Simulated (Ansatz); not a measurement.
**HfPbO3: do energies and stresses tell the same story?**

These are results of DFT PBEsol, scalar-relativistic, plane waves, PAW (Ansatz 0.2.0), not measurements.

Cutoff 420 eV; k points 8×8×8 on the computed 5-atom cell (Γ-centred); Gaussian smearing, width 0.02 eV; no spin polarisation.

Relaxed cell: Pm-3m, a = 4.119 Å, b = 4.119 Å, c = 4.119 Å, α = 90.00°, β = 90.00°, γ = 90.00°, 5 atoms in the primitive cell. Whether it is the stable form of this composition wasn't checked.

Energies at zero smearing and pressures from the stress tensor, at volumes with shape and atoms relaxed:
| V (Å³/atom) | E − E(first) (meV/atom) | P (GPa) |
| --- | --- | --- |
| 12.298 | 0.00 | 29.77 |
| 12.717 | -65.36 | 20.41 |
| 13.137 | -108.11 | 12.48 |
| 13.556 | -131.70 | 5.73 |
| 13.975 | -138.95 | 0.00 |
| 14.395 | -132.43 | -4.89 |
| 14.814 | -114.06 | -9.03 |
| 15.373 | -74.29 | -13.61 |

Task: Check P = −dE/dV between neighbouring volumes, and get the bulk modulus from the pressures alone.

Result: With 1 eV/Å³ = 160.2 GPa:
```csv
middle V (Å³/atom),−ΔE/ΔV (GPa),mean P (GPa)
12.508,24.978,25.089
12.927,16.336,16.444
13.346,9.014,9.105
13.766,2.770,2.864
14.185,-2.491,-2.445
14.604,-7.019,-6.959
15.093,-11.399,-11.322
```

The two differ by 0.11 GPa at most. The mean of two end pressures misses the average over a step by about ΔV² P″/12, up to 0.13 GPa here; with that taken off 0.02 GPa remains. Around V = 13.975 Å³/atom, the two neighbours give B = −V ΔP/ΔV = 13.975 × 10.62 / 0.839 = 177.0 GPa, against B0 = 176.0 GPa from the Birch–Murnaghan fit of the energies.

Spin–orbit coupling is left out, which can shift energies with elements as heavy as these.

Symmetry holds off the tilts and polar distortions that many cubic perovskites undergo.